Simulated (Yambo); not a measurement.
Yambo run on NbNO (space group P2_1/c, No. 14). The wavefunctions are PBEsol (Quantum ESPRESSO, PseudoDojo norm-conserving, 84 Ry, scalar-relativistic) ones on a 2×2×2 mesh (48 occupied bands); a = 5.025 Å, b = 5.084 Å, c = 5.245 Å, α = 90.00°, β = 99.62°, γ = 90.00°.

Yambo input:

```
rim_cut
gw0
dyson
el_el_corr
HF_and_locXC
ppa
em1d
RandQpts= 1000000
RandGvec= 1 Ry
EXXRLvcs= 84 Ry
VXCRLvcs= 336 Ry
Chimod= "HARTREE"
% BndsRnXp
 5 | 114 |
%
NGsBlkXp= 8 Ry
% LongDrXp
 1.0 | 1.0 | 1.0 |
%
PPAPntXp= 27.2114 eV
% GbndRnge
 1 | 114 |
%
GTermKind= "BG"
DysSolver= "n"
ExtendOut
% QPkrange
 1 | 1 | 48 | 49 |
 5 | 5 | 49 | 49 |
%
```

k points by index: 1 = Γ, 5 = (-0.5, 0, 0).

Table of the .qp output:

```
#    K-point    Band    Eo [eV]    E [eV]    E-Eo [eV]    Vxc [eV]    Vnlxc [eV]    Sc|Eo [eV]    Sc|E [eV]    dSc/dw|Eo [eV]    Re(Z)    Im(Z)
#
    1    48    0.000000    0.267149    0.267149    -18.58857    -21.93876    3.695305    3.617344    -7.944032    0.774029    -0.001360
    1    49    1.687846    2.712211    1.024364    -16.26628    -10.79249    -4.203406    -4.449428    -6.534429    0.806360    -0.001568
    5    49    1.577729    2.600938    1.023210    -16.25075    -10.79257    -4.186352    -4.434964    -6.610735    0.804541    -0.001483
```
(The two width columns are left out.) Convergence of these settings isn't established.

Spin-orbit coupling is not included.

Geometry of the Materials Project entry, not relaxed at this level.
